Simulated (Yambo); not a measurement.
Absorption of Sc2Si2O7 (space group C2/m, No. 12) with and without the electron-hole interaction (Yambo, PBEsol bands; 4×4×4 mesh, 18 valence and 12 conduction bands, static screening with 83 bands and a 3 Ry block, scissor 3.03 eV, Tamm-Dancoff; field along x). Axes are Cartesian, with cell vectors (Å) (3.26, -4.26, 0.00), (3.26, 4.26, 0.00), (-1.03, 0.00, 4.58).

| E (eV) | Im ε, BSE | Im ε, independent quasiparticles |
|---|---|---|
| 5.50 | 0.15 | 0.04 |
| 5.60 | 0.16 | 0.05 |
| 5.70 | 0.18 | 0.05 |
| 5.80 | 0.21 | 0.05 |
| 5.90 | 0.24 | 0.05 |
| 6.00 | 0.28 | 0.06 |
| 6.10 | 0.34 | 0.06 |
| 6.20 | 0.41 | 0.06 |
| 6.30 | 0.52 | 0.07 |
| 6.40 | 0.69 | 0.07 |
| 6.50 | 0.98 | 0.08 |
| 6.60 | 1.51 | 0.08 |
| 6.70 | 2.61 | 0.09 |
| 6.80 | 4.51 | 0.10 |
| 6.90 | 4.97 | 0.11 |
| 7.00 | 3.87 | 0.12 |
| 7.10 | 3.75 | 0.13 |
| 7.20 | 4.40 | 0.15 |
| 7.30 | 4.57 | 0.17 |
| 7.40 | 4.36 | 0.20 |
| 7.50 | 4.09 | 0.24 |
| 7.60 | 3.31 | 0.30 |
| 7.70 | 2.72 | 0.37 |
| 7.80 | 2.48 | 0.46 |
| 7.90 | 2.46 | 0.61 |
| 8.00 | 2.56 | 0.85 |
| 8.10 | 2.70 | 1.24 |
| 8.20 | 2.90 | 1.69 |
| 8.30 | 3.41 | 1.98 |
| 8.40 | 4.25 | 2.00 |
| 8.50 | 4.61 | 2.07 |
| 8.60 | 4.45 | 2.27 |
| 8.70 | 4.48 | 2.63 |
| 8.80 | 5.13 | 3.18 |
| 8.90 | 5.97 | 3.55 |
| 9.00 | 6.87 | 3.59 |
| 9.10 | 7.72 | 3.28 |
| 9.20 | 7.71 | 2.95 |
| 9.30 | 6.46 | 2.84 |
| 9.40 | 4.98 | 2.91 |
| 9.50 | 4.37 | 3.09 |
| 9.60 | 3.75 | 3.34 |
| 9.70 | 3.52 | 3.48 |
| 9.80 | 3.31 | 3.63 |
| 9.90 | 3.48 | 3.97 |
| 10.00 | 3.24 | 4.31 |
| 10.10 | 3.17 | 4.67 |
| 10.20 | 2.77 | 4.90 |
| 10.30 | 2.60 | 4.88 |
| 10.40 | 2.35 | 4.93 |
| 10.50 | 2.29 | 5.07 |
| 10.60 | 2.13 | 5.27 |
| 10.70 | 2.11 | 5.39 |
| 10.80 | 2.05 | 4.98 |
| 10.90 | 1.89 | 4.52 |
| 11.00 | 1.82 | 4.24 |
| 11.10 | 1.64 | 3.91 |
| 11.20 | 1.62 | 3.58 |
| 11.30 | 1.49 | 3.36 |
| 11.40 | 1.51 | 3.41 |
| 11.50 | 1.37 | 3.49 |
| 11.60 | 1.35 | 3.39 |
| 11.70 | 1.19 | 3.21 |
| 11.80 | 1.04 | 3.18 |
| 11.90 | 0.98 | 3.28 |
| 12.00 | 0.98 | 3.45 |

The scissor comes from a G0W0 run whose convergence isn't established. Broadening 0.15 eV. The band window holds all transitions up to 12.0 eV. Fine structure above the onset can come from the mesh.

Geometry of the Materials Project entry, not relaxed at this level; primitive cell a = 5.3625 Å, b = 5.3625 Å, c = 4.6915 Å, α = 97.70°, β = 97.70°, γ = 105.12°.
